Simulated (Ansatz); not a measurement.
```yaml
crystal:
  lattice:
    - [2.29, 0.0, 0.0]
    - [-1.145, 1.9831981747, 0.0]
    - [0.0, 0.0, 3.58843]
  atoms:
    - { symbol: Be, position: [0.3333333333, 0.6666666667, 0.75] }
    - { symbol: Be, position: [0.6666666667, 0.3333333333, 0.25] }
basis:
  ecutwfc: 420
  ecutrho_ratio: 4
kpoints:
  mp_grid: { grid: [20, 20, 12] }
hamiltonian:
  xc: pbesol
scf:
  occupations: { method: gaussian, width: 0.05 }
output:
  forces: true
  stress: true
  eigenvalues: true
relax:
  f_tol: 0.01
  max_steps: 60
  cell: { stress_tol: 0.15 }
```

**Question.** What does this Ansatz input ask for?

**Answer.** It asks for a full relaxation of cell and atoms of Be with PBEsol (scalar-relativistic), a cutoff of 420 eV (density cutoff 4 times that), a Γ-centred 20×20×12 mesh and Gaussian smearing of 0.05 eV, without spin polarisation. Stop at forces under 0.01 eV/Å and stress under 0.15 GPa, or after 60 steps. Forces, stress and eigenvalues are wanted.

**Question.** How large is the problem?

**Answer.** 4 valence electrons, 311 plane waves at Γ (in the final cell), 24 symmetry operations and 308 irreducible k-points; it took 15 SCF iterations in all.

It took roughly 7 core-seconds on a shared host.
